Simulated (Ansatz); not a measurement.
Starting cell, GaN (zinc blende):

```yaml
crystal:
  lattice:
    - [0.00000, 2.24896, 2.24896]
    - [2.24896, 0.00000, 2.24896]
    - [2.24896, 2.24896, 0.00000]
  atoms:
    - { symbol: N, position: [0.75000, 0.75000, 0.75000] }
    - { symbol: Ga, position: [0.00000, 0.00000, 0.00000] }
```

In each cell atom 2 (Ga, nearest neighbour N at 1.948 Å; its periodic images, 3.2 Å or more away, move with it) moves by s·(-0.577, -0.577, -0.577) (towards the nearest neighbour), the rest being held.

Method: r2SCAN (plane waves to 500 eV, PAW, scalar-relativistic; Ansatz, a quantum-chemistry and plane-wave program). k mesh 10×10×10 (Γ-centred), Fermi-Dirac smearing 0.05 eV. F∥ is the force on the atom along that direction. GaN was relaxed with its symmetry unable to fall. 

```csv
s (Å),F∥ (eV/Å)
-0.190,1.462
-0.152,1.302
-0.114,1.083
-0.076,0.799
-0.038,0.441
0.000,0.000
0.038,-0.535
0.076,-1.176
0.114,-1.936
0.152,-2.834
0.190,-3.889
```

Task: What is the force constant k = d²E/ds² of this move at s = 0?

Result: 12.8 eV/Å². The forces along the line at the two nearest points give (0.441 − (-0.535)) / (2·0.038) = 12.84 eV/Å²; the next pair corrects for the finite step.

Task: With two atoms in the cell this is the zone-centre optical mode. What wavenumber follows (transverse: no LO-TO term)?

Result: 546 cm⁻¹. Reduced mass μ = 11.66 u; ν̃ = 521.5·√(k/μ) with k = 12.80 eV/Å².

(A displaced cell: forces are minus the slopes of the energy, force constants its curvatures, and phonons follow from these.)
